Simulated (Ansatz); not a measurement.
GeRh (CsCl type), relaxed with r²SCAN (Ansatz, a first-principles code, plane waves, PAW): a = b = c = 3.0466 Å, α = β = γ = 90.00°.

| Quantity | Value |
|---|---|
| ΔH_f (eV/atom) | -0.25 |
| B₀ by P(V) fit (GPa) | 195 |

Task: The same phase is relaxed and computed with PBE in the same code. What are the cell and these values now?

Result: a = 3.0763 Å, b = 3.0763 Å, c = 3.0763 Å, α = 90.00°, β = 90.00°, γ = 90.00°.

ΔH_f (eV/atom): -0.29
B₀ by P(V) fit (GPa): 173

Constructed cells (a structure type filled with these elements, in neither database checked): GeRh, CsCl type. Unstable at this level: GeRh, CsCl type with r²SCAN. All cells were relaxed under the symmetry of their starts (and spin orders); stability against distortions was not tested throughout. Rows with no word on spin ran without spin polarisation. Scalar-relativistic: spin–orbit coupling is off unless named, which matters more the heavier the elements.

Potentials: the later of the program's two PAW sets.

Ansatz is a plane-wave DFT program.

Formation energies count from the lowest solids of the elements computed at the same level, not from gases.
